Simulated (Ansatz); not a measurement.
TiSi2 (C49 type, space group Cmcm)

Space group Cmcm (No. 63); a = 3.5459 Å, b = 13.5650 Å, c = 3.5797 Å, α = 90.00°, β = 90.00°, γ = 90.00°

```json
[
 {"atom": "Si", "site": "4c", "symmetry": "m2m", "x": "0.0000", "y": "0.0592", "z": "0.7500"},
 {"atom": "Si", "site": "4c", "symmetry": "m2m", "x": "0.0000", "y": "0.2503", "z": "0.2500"},
 {"atom": "Ti", "site": "4c", "symmetry": "m2m", "x": "0.0000", "y": "0.6032", "z": "0.2500"}
]
```
(The calculation used a cell of 6 atoms; values per cell refer to that cell.)

Equation-of-state scan: isotropic scaling of the cell above, V₀ being its volume. The atoms relax within the cell's symmetry.

Computed with PBE (plane waves to 420 eV, PAW, scalar-relativistic; Ansatz, a program for electronic structure). k mesh 14×14×13 (Γ-centred), Fermi-Dirac smearing 0.05 eV. Energies are smeared free energies. Stress and pressure are positive under compression. The PAW data are Ansatz's earlier set. This is one of several known forms of TiSi2; the measured ambient cells at hand have space group No. 70. TiSi2 is run without spin polarisation. TiSi2 was relaxed with its symmetry unable to fall. The zero of ΔE is the relaxed starting cell.

**Question.** Give the computed ΔE (meV/atom) and P (GPa) at V/V₀ = 0.840, 0.936, 0.968, 1.064, 1.128, 1.160.

**Answer.** 
```tsv
V/V₀	ΔE (meV/atom)	P (GPa)
0.840	207	33.6
0.936	27	10.2
0.968	6	4.6
1.064	22	-7.2
1.128	79	-12.4
1.160	117	-14.3
```

(Under strain, the slope of the energy per volume gives the stress and its curvature an elastic modulus.)
